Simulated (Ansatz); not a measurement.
Ga:
```cif
data_Ga20
_chemical_formula_sum 'Ga20'
_space_group_name_H-M_alt 'P 1'
_space_group_IT_number 1
_cell_length_a 8.57717
_cell_length_b 8.57717
_cell_length_c 5.12211
_cell_angle_alpha 90.000
_cell_angle_beta 90.000
_cell_angle_gamma 104.252
loop_
_space_group_symop_operation_xyz
  'x, y, z'
loop_
_atom_site_label
_atom_site_type_symbol
_atom_site_fract_x
_atom_site_fract_y
_atom_site_fract_z
_atom_site_occupancy
Ga1 Ga 0.77972 0.67397 0.25000 1
Ga2 Ga 0.22028 0.32603 0.75000 1
Ga3 Ga 0.67397 0.77972 0.75000 1
Ga4 Ga 0.32603 0.22028 0.25000 1
Ga5 Ga 0.60514 0.39486 0.50048 1
Ga6 Ga 0.39486 0.60514 0.49952 1
Ga7 Ga 0.39486 0.60514 0.00048 1
Ga8 Ga 0.60514 0.39486 0.99952 1
Ga9 Ga 0.36432 0.08874 0.75000 1
Ga10 Ga 0.63568 0.91126 0.25000 1
Ga11 Ga 0.08874 0.36432 0.25000 1
Ga12 Ga 0.91126 0.63568 0.75000 1
Ga13 Ga 0.08446 0.66421 0.25000 1
Ga14 Ga 0.91554 0.33579 0.75000 1
Ga15 Ga 0.66421 0.08446 0.75000 1
Ga16 Ga 0.33579 0.91554 0.25000 1
Ga17 Ga 0.98869 0.01131 0.25000 1
Ga18 Ga 0.01131 0.98869 0.75000 1
Ga19 Ga 0.21529 0.78471 0.75000 1
Ga20 Ga 0.78471 0.21529 0.25000 1
```

Relaxed with r²SCAN.

Q: Tabulate the valence density and the electron localisation function along the shortest Ga–Ga contact (2.56 Å), plane-wave PAW r²SCAN (Ansatz code).

A: 

```
distance from Ga (Å)  density (e/Å³)   ELF
--------------------  --------------  ----
0.26                           25.04  0.02
0.38                           10.99  0.04
0.51                            4.04  0.10
0.64                            1.57  0.20
0.77                            0.80  0.30
0.89                            0.53  0.36
1.02                            0.42  0.42
1.15                            0.36  0.53
1.28                            0.35  0.59
1.41                            0.36  0.53
1.53                            0.42  0.42
1.66                            0.53  0.36
1.79                            0.80  0.30
1.92                            1.57  0.20
2.04                            4.04  0.10
2.17                           10.99  0.04
2.30                           25.04  0.02
```

The density is the valence pseudo-density with augmentation charge, so density and ELF within about 1 Å of a nucleus are not all-electron values.

Space group Cmcm. The workflow started from a Materials Project entry (that database holds measured and hypothetical structures alike); the Crystallography Open Database files this formula in space group No. 63, but the cells were not matched. It is not the phase usual at ambient conditions (space group No. 64). The r²SCAN relaxation kept the symmetry of its start; its stability against distortions is not shown here.

Potentials: the earlier of the program's two PAW sets.
